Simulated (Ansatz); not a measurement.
**What DFT gives for Li$_{4}$Sb$_{4}$Rh**

```xyz
9
Lattice="0.0000 0.0000 5.1731 3.9858 -3.9858 2.5866 3.9858 3.9858 -2.5866" Properties=species:S:1:pos:R:3 pbc="T T T"
Li    3.1488    1.6820    0.0000
Li    2.3038   -0.8370    2.5866
Li    4.8228   -1.6820    5.1731
Li    5.6678    0.8370    2.5866
Sb    4.5119   -1.6581    2.5866
Sb    5.6439    0.5261    0.0000
Sb    3.4597    1.6581    2.5866
Sb    2.3277   -0.5261    5.1731
Rh    0.0000    0.0000    0.0000
```

The numbers come from plane-wave PAW DFT (Ansatz): r2SCAN, no spin polarisation, 500 eV, 7×7×7 Γ-centred k points, fermi-dirac occupations (width 0.1 eV). Nothing was relaxed.

(1) Metal or insulator?

(2) Which element gives electrons and which takes them?

(3) Describe some of the short contacts.

(4) Is the cell too large or too small?

Origin: a known structure type with other elements, at an estimated volume, so it need not be a known compound. Caveats: atoms or cell far from equilibrium.

## Answers

(1) It is a metal, with about 4.3 states/eV a cell as the mean within 0.25 eV of the Fermi level, mostly Sb p (76 %).

(2) Bader charges in e: Li +0.84, Sb -0.62, Rh -0.88. In the mean Li gives up most and Rh takes most.

(3) Li–Sb at 2.36 Å: least valence density 0.19 e/Å³ and ELF 0.08 there. Sb–Rh at 2.39 Å: least valence density 0.64 e/Å³ and ELF 0.37 there. Both are smooth PAW fields, read partly inside the augmentation spheres.

(4) The pressure is 19.5 GPa (compression positive), so with the atoms held at these fractions the cell would first expand; the forces are large, so a full relaxation may end otherwise. The principal stresses 10.4, 24.1, 24.1 GPa differ, so its shape would change too.
